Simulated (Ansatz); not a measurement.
ZnSnN₂:
```xyz
16
Lattice="5.7784 0.0000 0.0000 0.0000 6.6433 0.0000 0.0000 0.0000 5.4158" Properties=species:S:1:pos:R:3 pbc="T T T"
Zn     3.3679     5.8121     5.4116
Zn     2.4104     0.8312     2.7037
Zn     5.2996     2.4904     2.7037
Zn     0.4788     4.1528     5.4116
Sn     3.4041     2.4929     5.4127
Sn     2.3743     4.1504     2.7047
Sn     5.2635     5.8145     2.7047
Sn     0.5149     0.8288     5.4127
N      3.3750     2.4752     2.0582
N      2.4033     4.1681     4.7661
N      5.2925     5.7968     4.7661
N      0.4859     0.8465     2.0582
N      3.3397     5.8295     2.0111
N      2.4387     0.8138     4.7190
N      5.3279     2.5078     4.7190
N      0.4505     4.1354     2.0111
```

This is the LDA-relaxed structure. Cartesian axes are those of the cell as given.

**Question.** All from LDA in the plane-wave PAW code Ansatz, unless another level is named. Predict the Debye temperature from the elastic constants.

**Answer.** 457 K.

**Question.** Give the elastic constants (relaxed ions, GPa).

**Answer.** C11 = 269, C22 = 255, C33 = 291, C12 = 120, C13 = 97.4, C23 = 95.0, C44 = 61.8, C55 = 59.3, C66 = 70.1.

**Question.** And the highest zone-centre frequency (without LO–TO term)?

**Answer.** 663 cm⁻¹.

Space group Pna2_1. The cell was relaxed with LDA under the symmetry of its start. Scalar-relativistic: spin–orbit coupling is off unless named, which matters more the heavier the elements.

Potentials: the later of the program's two PAW sets.
